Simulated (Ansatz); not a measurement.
A series in space group R-3m

All 4 crystals share space group R-3m (No. 166) and the same kinds of sites, 4 atoms in the primitive cell. They are database entries and needn't be the stable phases. The set is a selection: crystals with an unstable lattice, a very soft shear in a metal or doubtful stress slopes were left out. Cells are relaxed by PAW under the functional.

Quantity: elastic moduli (Hill averages, relaxed ions; θ_D from sound speeds over directions). Level: PBEsol, all-electron LAPW in Ansatz 0.2.0, scalar-relativistic.

```tsv
crystal	cell (conventional)	k mesh	smearing (eV)
LiHF₂	a = 2.991, c = 13.139 Å	10×10×10	none
RbLuSe₂	a = 4.092, c = 23.535 Å	6×6×6	none
SrHfN₂	a = 3.320, c = 17.584 Å	12×12×12	none
Ba₂NF	a = 3.945, c = 19.827 Å	6×6×6	none
```

**Question.** Rank them by ν, lowest first.
A. SrHfN₂
B. RbLuSe₂
C. LiHF₂
D. Ba₂NF

**Answer.** A (0.205), B (0.239), D (0.300), C (0.323).

All values:

| crystal | B (GPa) | G (GPa) | C11 (GPa) | C33 (GPa) | C44 (GPa) | ν | θ_D (K) |
| --- | --- | --- | --- | --- | --- | --- | --- |
| LiHF₂ | 50.0 | 20.0 | 69.7 | 205 | 8.1 | 0.323 | 456 |
| RbLuSe₂ | 40.9 | 25.9 | 78.5 | 75.3 | 26.6 | 0.239 | 220 |
| SrHfN₂ | 167 | 123 | 337 | 363 | 112 | 0.205 | 511 |
| Ba₂NF | 53.0 | 24.5 | 94.9 | 74.6 | 22.3 | 0.300 | 243 |

Limits of these numbers: no spin-orbit coupling on heavy atoms (SrHfN₂); the gap is tiny at this level, and band order or a closed gap can change these values (SrHfN₂).
